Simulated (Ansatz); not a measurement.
Relaxation of a relaxed AlRu cell stretched uniformly to 130 % of its volume; 2 atoms in the cell, which starts as Pm-3m (No. 221), cP2; a = b = c = 3.248 Å, α = β = γ = 90.00°. These are PBEsol (plane waves to 420 eV, PAW, scalar-relativistic; Ansatz, a program for electronic structure) values and carry that method's errors. Γ-centred k-mesh 10×10×10 on the run's cell (coarser than for final values), Fermi–Dirac smearing 0.05 eV. This is the first round of the run. 

The optimiser's lines from the output (shortened; P is positive under compression):

```
relax step   1: F+E_penalty+E_count = -6341.30798276 eV  Δ(F+E_penalty+E_count) = +0.000e0 eV  max|allowed force component| = 3.694e-29 eV/Å  Δτ_max = 0.0000 Å  P = -32.075 GPa  Ω = 34.276 Å³  (6 SCF iters, dr2 threshold 1.00e-7 eV, accepted)
relax step   2: F+E_penalty+E_count = -6342.10760553 eV  Δ(F+E_penalty+E_count) = -7.996e-1 eV  max|allowed force component| = 8.020e-30 eV/Å  Δτ_max = 0.0000 Å  P = -19.247 GPa  Ω = 29.503 Å³  (6 SCF iters, dr2 threshold 2.00e-7 eV, accepted)
relax step   3: F+E_penalty+E_count = -6342.27860037 eV  Δ(F+E_penalty+E_count) = -1.710e-1 eV  max|allowed force component| = 6.401e-30 eV/Å  Δτ_max = 0.0000 Å  P = +11.029 GPa  Ω = 25.196 Å³  (6 SCF iters, dr2 threshold 2.00e-7 eV, accepted)
relax step   4: F+E_penalty+E_count = -6342.31687584 eV  Δ(F+E_penalty+E_count) = -3.828e-2 eV  max|allowed force component| = 1.126e-30 eV/Å  Δτ_max = 0.0000 Å  P = -0.485 GPa  Ω = 26.427 Å³  (6 SCF iters, dr2 threshold 2.00e-7 eV, accepted)
relax step   5: F+E_penalty+E_count = -6342.31698249 eV  Δ(F+E_penalty+E_count) = -1.067e-4 eV  max|allowed force component| = 1.328e-29 eV/Å  Δτ_max = 0.0000 Å  P = -0.003 GPa  Ω = 26.368 Å³  (6 SCF iters, dr2 threshold 2.00e-7 eV, accepted)
relax step   6: F+E_penalty+E_count = -6342.31522631 eV  Δ(F+E_penalty+E_count) = +1.756e-3 eV  max|allowed force component| = 1.137e-29 eV/Å  Δτ_max = 0.0000 Å  P = -0.012 GPa  Ω = 26.368 Å³  stress off target by 1.23e-2 GPa  SCF on the basis re-selected at this cell (its energy is not comparable with the rows above)  (6 SCF iters)
```

From the first to the last row the energy changes by -0.50 eV/atom and the volume by -23.1 %. The last row is marked as not comparable with the walk above it, whose basis was carried along; it does compare with step 1, since both stand on a basis selected at the nominal cutoff for their own cell.

Later rounds, restarted from the end of this one on a renewed k-mesh, logged 4 more steps and released under 0.01 eV/atom more. The final structure after all rounds: Pm-3m (No. 221), cP2, CsCl type; a = 2.9764 Å, b = 2.9764 Å, c = 2.9764 Å, α = 90.00°, β = 90.00°, γ = 90.00°. Between re-selections the logged energies stand on a plane-wave basis carried along with the cell. No spin polarisation in the result.

The run could not lose the symmetry of its start.

All atoms sit on sites fixed by symmetry, so only the cell could relax.
